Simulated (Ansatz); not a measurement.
PbS:
```xyz
4
Lattice="4.9880 0.0000 0.0000 0.0000 4.9880 0.0000 0.0000 0.0000 3.9008" Properties=species:S:1:pos:R:3 pbc="T T T"
Pb     2.4940     0.0000     1.2884
Pb     0.0000     2.4940     2.6124
S      0.0000     0.0000     0.0000
S      2.4940     2.4940     0.0000
```

Relaxed with LDA. Special points in fractions of this cell's reciprocal vectors: Γ (0.000, 0.000, 0.000); X (0.000, 0.500, 0.000); M (0.500, 0.500, 0.000); Z (0.000, 0.000, 0.500); R (0.000, 0.500, 0.500); A (0.500, 0.500, 0.500).

Problem. List the band energies nearest the valence-band maximum at these points for DFT-LDA in the program Ansatz with PAW potentials.

Solution. In eV from the valence-band maximum; about four levels below and three above (degenerate sets whole), none deeper than 8.9 eV; points with the same levels are listed once.

| k | below | above |
|---|---|---|
| Γ | -1.59 -1.59 -1.34 -0.49 | 2.53 4.90 4.90 |
| X | -1.47 -1.47 -0.39 -0.39 | 2.21 2.21 5.24 5.24 |
| M | -0.34 -0.34 -0.33 -0.33 | 0.98 0.98 3.98 3.98 |
| Z | -1.97 -1.33 -1.32 -1.32 | 0.89 0.89 1.02 |
| R | -2.49 -2.49 -1.33 -1.33 | 2.38 2.38 2.99 2.99 |
| A | -3.70 -3.70 -0.25 -0.25 | 4.69 4.69 4.71 4.71 |

Space group P4/nmm. A made-up cell: these elements were put on the sites of a structure type; neither database checked (COD, Materials Project) lists it. It is not the phase usual at ambient conditions (space group No. 225). Symmetry was held in the LDA relaxation. At this level the phase is mechanically unstable. A crystal of weakly bound layers computed without a dispersion correction: the cell and the soft elastic constants depend strongly on that. Spin–orbit coupling is left out wherever it is not named.

Potentials: the later of the program's two PAW sets.
